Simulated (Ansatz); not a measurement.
## BP: computed property card

BP:
```xyz
4
Lattice="3.1584 0.0000 0.0000 -1.5792 2.7353 0.0000 0.0000 0.0000 5.2416" Properties=species:S:1:pos:R:3 pbc="T T T"
B      1.5792     0.9118     2.6233
B      0.0000     1.8235     0.0025
P      1.5792     0.9118     4.5839
P      0.0000     1.8235     1.9631
```

Space group P6_3mc (No. 186), wurtzite; conventional cell a = b = 3.1584 Å, c = 5.2416 Å, α = β = 90.00°, γ = 120.00°.

Method: plane-wave PAW LDA (Ansatz code). Geometry: relaxed at this level of theory. Other levels are named where they apply.

### Cell and energy

| Property | Value |
|---|---|
| Volume per atom | 11.32 Å³ |
| Density | 3.06 g/cm³ |
| Formation energy from the elements (no fitted shifts) | -0.44 eV/atom |

### Electronic structure

| Property | Value |
|---|---|
| Band gap | 0.79 eV (indirect) |
| Valence-band maximum | at Γ |
| Conduction-band minimum | at K (2 equivalent valleys) |
| Smallest direct gap on the standard path | 2.73 eV |
| Electron effective mass | 0.24, 0.42, 0.42 mₑ (principal values) |
| Hole effective mass, band 1 of 2 at the edge | 0.59 along x, 0.58 along z (mₑ) |
| Hole effective mass, band 2 of 2 at the edge | 0.21 along x, 0.58 along z (mₑ) |

### Mechanics

| Quantity | Result |
|---|---|
| Bulk modulus (Birch–Murnaghan fit) | 1760 kbar |
| Pressure derivative B′ | 3.8 |
| Elastic constants (relaxed ions, GPa) | C11 = 427, C12 = 66.2, C13 = 29.5, C33 = 481, C44 = 138 |
| Mechanical stability | stable (all eigenvalues of C positive) |
| Hill bulk and shear moduli | 176 and 169 GPa |
| Young's modulus | 385 GPa |
| Poisson's ratio | 0.14 |
| Debye temperature from the elastic constants | 1080 K |
| Piezoelectric stress constants (proper, relaxed ions, C/m²) | e15 = e24 = 0.11, e31 = e32 = 0.14, e33 = -0.32 |

### Dielectric response

| Property | Result |
|---|---|
| Electronic dielectric constant ε∞ (DFPT) | 8.98 (xx = yy), 9.60 (zz) |
| Static dielectric constant ε0 (ions relaxed, cell fixed) | 9.15 (xx = yy), 9.79 (zz) |
| Born charges (a third of the trace) | B -0.66, P +0.66 e |
| Largest static χ(2) component | 15 pm/V |

### Phonons

| Quantity | Value |
|---|---|
| Highest zone-centre frequency (without LO–TO term) | 24.51 THz |
| Zone-centre stability | no imaginary mode at Γ |
| Dynamical stability on the path | stable (no imaginary branch) |
| Zero-point energy | 102.5 meV/atom |
| Vibrational entropy at 300 K | 9.9 J/(K·mol of atoms) |

The first step of the workflow began from a Materials Project structure, measured or hypothetical; the Crystallography Open Database copy checked does not list it. It is not the phase usual at ambient conditions (space group No. 216). Symmetry was held in the LDA relaxation. Signs of piezoelectric constants follow the polarity of the cell as given. The references are the lowest solids computed at this level, not always the standard phases.

Potentials: the earlier of the program's two PAW sets. The files were generated under PBE; for other functionals the program regenerates the frozen cores, and for LDA and PBEsol the local potential too.
